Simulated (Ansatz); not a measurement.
# SnSe: energy along a strain

SnSe, Fm-3m, a = 6.020 Å (as given, not relaxed at this level: 0.0 GPa). This isn't the usual stable structure of the compound. Ansatz: r2SCAN, PAW, 500 eV, Γ-centred 10×10×10 mesh on 2 atoms, Gaussian smearing 0.05 eV; no spin polarisation. Cell vectors (Å): 0.000 3.010 3.010; 3.010 0.000 3.010; 3.010 3.010 0.000. The cell is strained by x per cent times the pattern (1 0 0 0 0 0) in the order xx yy zz yz xz xy (engineering shears), with fractional coordinates held. y is the free energy over the start, V0 = 27.271 Å³/atom.

| x (%) | y (meV/atom) |
| --- | --- |
| -6.00 | 52.85 |
| -4.50 | 27.85 |
| -3.00 | 11.56 |
| -1.50 | 2.67 |
| 0.00 | 0.00 |
| 1.50 | 2.51 |
| 3.00 | 9.27 |
| 4.50 | 19.49 |
| 5.25 | ? |
| 6.00 | 32.47 |

Q: Fit y = c1 x + c2 x² + c3 x³ to the other rows, get the stiffness along the pattern, and predict the missing energy.

A: Least squares on the rows shown. y = 0.058042 x + 1.1800 x² − 0.048782 x³. The clamped-ion stiffness p·C·p = 2 × 11.80 eV × 160.2 / 27.271 Å³ = 139 GPa, which is C11 in these axes; c1 is there for the stress left in the start, which by itself gives a slope of 0.05 meV/atom per %. At x = 5.25 the fit asked for gives 25.77 meV/atom. The run gave 25.67 meV/atom, so the fit is 0.10 meV/atom too high, within the rms miss on the fitted rows (0.18 meV/atom).